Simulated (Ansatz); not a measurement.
The cell below belongs to a search over invented structures; it isn't taken from experiment.

Input and command of a plane-wave DFT calculation in Ansatz:

```yaml
crystal:
  lattice:
    - [-3.7527959229, 3.7527959229, 1.6494092399]
    - [3.7527959229, -3.7527959229, 1.6494092399]
    - [3.7527959229, 3.7527959229, -1.6494092399]
  atoms:
    - { symbol: Ti, position: [0.2231329986, 0.5904617163, 0.8135947149] }
    - { symbol: Ti, position: [0.5904617163, 0.7768670014, 0.3673287177] }
    - { symbol: Ti, position: [0.4095382837, 0.2231329986, 0.6326712823] }
    - { symbol: Ti, position: [0.7768670014, 0.4095382837, 0.1864052851] }
    - { symbol: Mo, position: [0.0, 0.0, 0.0] }
basis:
  ecutwfc: 420
kpoints:
  mp_grid: { grid: [10, 10, 10] }
hamiltonian:
  xc: pbe
scf:
  occupations: { method: gaussian, width: 0.1 }
output:
  forces: true
  stress: true
  eigenvalues: true
relax:
  adjacent_minimum: "off"
  f_tol: 0.01
  max_steps: 30
  cell: { stress_tol: 0.1, fix: [volume] }
```

```bash
ansatz run input.yaml --threads 1 --pin off --max-ram 2560MiB --backend cpu --events-out ev --progress --plain --runs-dir out
```

Processor: Intel(R) Xeon(R) 6975P-C (Granite Rapids), 1 thread, on a host shared with other jobs.

**Question.** How long does it run, and how much memory does it take?

**Answer.** About 71 s, peak memory 0.73 GiB. It solves 38 bands at 144 k points (after reduction by symmetry) with about 1837 plane waves, in 35 SCF iterations over 5 ionic steps.
